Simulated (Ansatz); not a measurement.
HfO$_{2}$:
```yaml
crystal:
  lattice:
    - [3.57679, 0.00000, 0.00000]
    - [0.00000, 3.57679, 0.00000]
    - [0.00000, 0.00000, 5.20265]
  atoms:
    - { symbol: Hf, position: [0.00000, 0.00000, 0.00000] }
    - { symbol: Hf, position: [0.50000, 0.50000, 0.50000] }
    - { symbol: O, position: [0.00000, 0.50000, 0.19615] }
    - { symbol: O, position: [0.00000, 0.50000, 0.69615] }
    - { symbol: O, position: [0.50000, 0.00000, 0.30385] }
    - { symbol: O, position: [0.50000, 0.00000, 0.80385] }
```

Relaxed with r²SCAN. Independent-particle spectrum: no excitons, no local fields, no scissors shift; 0.1 eV broadening; ε₁ of the summed bands alone.

**Question.** Tabulate the dielectric function from DFT-r²SCAN in the program Ansatz with PAW potentials.

**Answer.** 

```tsv
E (eV)	ε₁ xx	ε₂ xx	ε₁ zz	ε₂ zz
0.0	4.69	0.00	4.25	0.00
0.3	4.69	0.00	4.25	0.00
0.6	4.70	0.00	4.26	0.00
0.9	4.72	0.00	4.28	0.00
1.2	4.75	0.00	4.30	0.00
1.5	4.79	0.00	4.33	0.00
1.8	4.84	0.00	4.37	0.00
2.1	4.91	0.00	4.41	0.00
2.4	4.98	0.00	4.47	0.00
2.7	5.07	0.00	4.53	0.00
3.0	5.18	0.00	4.61	0.00
3.3	5.30	0.00	4.71	0.00
3.6	5.46	0.00	4.81	0.00
3.9	5.65	0.00	4.94	0.00
4.2	5.88	0.00	5.10	0.00
4.5	6.17	0.00	5.29	0.00
4.8	6.57	0.00	5.52	0.00
5.1	7.17	0.00	5.83	0.00
5.4	8.38	0.47	6.26	0.00
5.7	8.80	1.52	6.99	0.06
6.0	9.25	2.69	7.87	0.76
6.3	8.83	3.81	8.96	1.87
6.6	9.14	6.48	7.79	4.39
6.9	7.26	6.99	6.35	4.01
7.2	5.87	7.70	6.79	3.44
7.5	3.77	5.73	7.25	4.38
7.8	5.18	4.14	6.82	5.51
8.1	6.74	6.51	5.71	5.80
8.4	5.29	7.29	6.15	4.97
8.7	4.90	7.96	8.48	7.20
9.0	3.11	9.44	3.47	10.55
9.3	1.10	8.46	2.44	7.92
9.6	0.73	7.88	2.62	7.73
9.9	-0.61	6.74	2.25	9.19
10.2	-0.40	5.96	-1.27	8.72
10.5	-0.41	5.73	-1.26	6.79
10.8	-0.20	5.33	-1.99	5.94
11.1	-0.92	6.00	-2.22	5.11
11.4	-1.33	5.02	-2.04	3.94
11.7	-1.83	4.68	-1.63	3.21
12.0	-1.98	3.67	-0.75	3.30
```

**Question.** From ε at 5.9 eV (xx: 9.12 + 2.24i), find n, k, the normal reflectivity and the absorption coefficient.

**Answer.** n = 3.04, k = 0.368, R = 26 %, α = 2kE/ħc = 220000 cm⁻¹.

With all bands, ε∞ without local fields is 4.94 (xx = yy), 4.51 (zz).

Space group P4_2/nmc. This is a known high-temperature phase of the composition, computed here at zero pressure and temperature. The cell was relaxed with r²SCAN under the symmetry of its start; whether a distortion lowers the energy is not shown. No spin polarisation was allowed. Scalar-relativistic: spin–orbit coupling is off unless named, which matters more the heavier the elements.

Potentials: the later of the program's two PAW sets.
